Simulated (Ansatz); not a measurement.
## Compressing SrCo$_{2}$P$_{2}$: a fit and a missing row

SrCo$_{2}$P$_{2}$, I4/mmm, a = 3.723 Å, c = 11.450 Å. The structure is a COD entry; whether it is the stable form wasn't checked. Ansatz: PBEsol, PAW, 420 eV, Γ-centred 14×14×14 mesh on 5 atoms, Gaussian smearing 0.10 eV; collinear spin, largest moment 0.3 μB. Shape and atoms are relaxed at each volume; pressure is positive in compression.

| V (Å³/atom) | P (GPa) |
| --- | --- |
| 14.443 | ? |
| 14.919 | 6.13 |
| 15.395 | 2.86 |
| 15.871 | -0.03 |
| 16.348 | -2.55 |
| 16.824 | -4.71 |

Q: Take V0 = 15.871 Å³/atom, count pressures from its P0 = -0.03 GPa, fit the third-order Birch–Murnaghan form to the other rows, and predict the missing pressure.

A: With the Eulerian strain f = ½[(V0/V)^(2/3) − 1] and y = (P − P0)/[3f(1 + 2f)^(5/2)], the form is the line y = B0 + 1.5 B0 (B0′ − 4) f. Rows (f, y): 0.02105, 88.0; 0.01025, 89.3; -0.00977, 90.3; -0.01906, 90.2. Means f = 0.0006175, y = 89.450; Σ(Δf)² = 0.001005, ΣΔfΔy = -0.05466; the slope is their ratio. y = 89.48 − 54.37 f GPa, so B0 = 89.5 GPa and B0′ = 4 + 2 × (-54.37)/(3 × 89.48) = 3.59. At V = 14.443, f = 0.03244, y = 87.72 and P = 9.96 GPa. The run gave 9.96 GPa, the same to the digits shown. The form still works here, 25 % of the fitted range beyond its end. Note that the largest moment runs from 0.00 to 0.38 μB along the series.

The largest moment runs from 0.00 to 0.38 μB along the series, so B0 and B0′ hold the change of the moment too.

1 further run of this set didn't finish or converge.

Cost: 6 runs of about 37 core-minutes in all, on Arm Neoverse V2 (shared hosts).